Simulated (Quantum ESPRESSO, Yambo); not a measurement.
SiC (zinc blende, space group F-43m, No. 216): one geometry, one set of PBEsol (Quantum ESPRESSO, PseudoDojo norm-conserving, 82 Ry, no spin-orbit coupling) orbitals, self-energies from Yambo (6×6×6 Γ-centred k mesh, 76 bands and a 14 Ry block in the screening, 76 bands in G with the Bruneval-Gonze terminator, plasmon pole fitted at 27.2 eV).

```tsv
level	gap Γ → X (eV)	direct gap at X (eV)
PBEsol (Quantum ESPRESSO)	1.24	4.46
exchange only (Hartree-Fock self-energy on PBEsol orbitals)	(withheld)	(withheld)
static COHSEX@PBEsol	3.37	6.72
G0W0@PBEsol, plasmon pole	(withheld)	(withheld)
```

Q: Some entries are withheld; supply them.

A: 
- exchange only (Hartree-Fock self-energy on PBEsol orbitals), gap Γ → X (eV): 8.08
- exchange only (Hartree-Fock self-energy on PBEsol orbitals), direct gap at X (eV): 12.49
- G0W0@PBEsol, plasmon pole, gap Γ → X (eV): 2.18
- G0W0@PBEsol, plasmon pole, direct gap at X (eV): 5.64

Bare exchange has no screening and gives the widest gap; static COHSEX screens it but leaves out the frequency dependence, which G0W0 restores.

Nearest settings tried, and what they do to the gap: 47 bands in W, 47 bands in G: -15 meV; 11 Ry block (89 vectors against 169): -63 meV; 4×4×4 mesh: -18 meV. So the settings aren't converged at that level.

Geometry relaxed with PBEsol; primitive cell a = b = c = 3.0809 Å, α = β = γ = 60.00°.
